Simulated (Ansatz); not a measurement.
MnN:
```cif
data_Mn2N2
_chemical_formula_sum 'Mn2 N2'
_space_group_name_H-M_alt 'P 1'
_space_group_IT_number 1
_cell_length_a 2.90733
_cell_length_b 2.90733
_cell_length_c 5.17394
_cell_angle_alpha 90.000
_cell_angle_beta 90.000
_cell_angle_gamma 120.000
loop_
_space_group_symop_operation_xyz
  'x, y, z'
loop_
_atom_site_label
_atom_site_type_symbol
_atom_site_fract_x
_atom_site_fract_y
_atom_site_fract_z
_atom_site_occupancy
Mn1 Mn 0.66667 0.33333 0.98800 1
Mn2 Mn 0.33333 0.66667 0.48800 1
N1 N 0.66667 0.33333 0.63400 1
N2 N 0.33333 0.66667 0.13400 1
```
The run is spin-polarised; directions of the spins, atom by atom: ↑ ↑ 0 0.

Relaxed with PBEsol.

Problem. Which orbitals make up the states near the Fermi level in plane-wave PAW PBEsol (Ansatz code)?

Solution. Within 0.5 eV of the Fermi level: Mn 3d 84 %, N 2p 10 %. Projections are on Löwdin-orthogonalised atomic valence shells; empty p or d shells of many metals are not among them.

Problem. Tabulate the density of states.

Solution. States/eV per cell of 4 atoms, in 0.25 eV bins, energy from the Fermi level.

```tsv
E (eV)	total	Mn 3d	N 2p	N 2s
-7.75	0.00	0.00	0.00	0.00
-7.50	1.17	0.36	0.72	0.01
-7.25	4.52	1.36	2.78	0.04
-7.00	5.44	1.59	3.42	0.04
-6.75	3.20	0.95	2.03	0.02
-6.50	1.37	0.42	0.87	0.01
-6.25	0.84	0.32	0.50	0.00
-6.00	1.92	0.77	1.10	0.00
-5.75	6.27	2.47	3.62	0.01
-5.50	7.10	2.55	4.35	0.02
-5.25	4.72	1.89	2.74	0.01
-5.00	3.88	1.51	2.29	0.00
-4.75	3.56	1.25	2.24	0.00
-4.50	2.94	0.87	2.00	0.00
-4.25	0.98	0.25	0.72	0.00
-4.00	0.10	0.02	0.07	0.00
-3.75	0.00	0.00	0.00	0.00
-3.50	0.00	0.00	0.00	0.00
-3.25	0.00	0.00	0.00	0.00
-3.00	0.00	0.00	0.00	0.00
-2.75	0.13	0.12	0.00	0.00
-2.50	1.43	1.35	0.04	0.00
-2.25	1.77	1.65	0.07	0.01
-2.00	2.35	2.15	0.11	0.01
-1.75	2.67	2.39	0.14	0.03
-1.50	3.56	3.31	0.13	0.02
-1.25	4.35	4.02	0.18	0.02
-1.00	4.59	4.09	0.29	0.04
-0.75	4.30	3.60	0.44	0.08
-0.50	2.38	1.99	0.27	0.03
-0.25	2.96	2.47	0.33	0.05
0.00	3.01	2.57	0.30	0.05
0.25	4.49	3.83	0.42	0.12
0.50	4.42	3.64	0.51	0.13
0.75	3.15	2.41	0.53	0.10
1.00	2.27	1.55	0.53	0.09
1.25	2.84	1.96	0.64	0.15
1.50	3.14	2.11	0.76	0.15
1.75	3.11	1.94	0.94	0.12
2.00	3.47	2.12	1.10	0.12
2.25	2.93	1.71	1.02	0.10
2.50	3.07	1.77	1.10	0.09
2.75	3.28	1.86	1.22	0.09
3.00	2.72	1.49	1.06	0.07
3.25	2.34	1.25	0.93	0.07
3.50	2.07	1.09	0.84	0.06
3.75	1.40	0.73	0.59	0.03
4.00	0.93	0.49	0.39	0.03
4.25	0.59	0.31	0.25	0.02
4.50	0.33	0.16	0.15	0.01
4.75	0.11	0.02	0.03	0.02
```

Space group P6_3mc (wurtzite). The first step of the workflow began from a Materials Project structure, measured or hypothetical; the Crystallography Open Database copy checked does not list it. Its standing as an ambient phase is unchecked. Symmetry was held in the PBEsol relaxation; whether a distortion lowers the energy is not shown. Magnetic state: ferromagnetic, chosen from 5 collinear starts compared on coarse meshes (ties went to the first, and starts can fall back to one state), not a proven ground state. No Hubbard U is applied.

Potentials: the later of the program's two PAW sets.
